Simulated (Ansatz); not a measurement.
Values for one crystal, relaxed and computed with r²SCAN in the plane-wave PAW code Ansatz; other levels are named.

Volume per atom: 14.46 Å³
Band gap: 0.89 eV (indirect)
Debye temperature from the elastic constants: 628 K
Gap with spin–orbit coupling: 0.82 eV
Smallest direct gap on the standard path: 1.34 eV
Valence-band maximum: at Γ
Pressure derivative B′: 4.0

### Question
Pick the material that matches.
(A) BP, zinc blende
(B) AlGaAs2, R3m (Al on 3a, Ga on 3a, As on 3a, As on 3a)
(C) BAs, P4_2/mnm (B on 4g, As on 4f)
(D) B4C, Cm (Pearson symbol mS30)

### Answer
C, BAs, P4_2/mnm (B on 4g, As on 4f)

The start of the workflow was typed in or built on a structure type; neither database checked (COD, Materials Project) lists it. It is not the phase usual at ambient conditions (space group No. 216). The r²SCAN relaxation kept the symmetry of its start; its stability against distortions is not shown here. Spin–orbit coupling is left out wherever it is not named.

Potentials: the later of the program's two PAW sets.
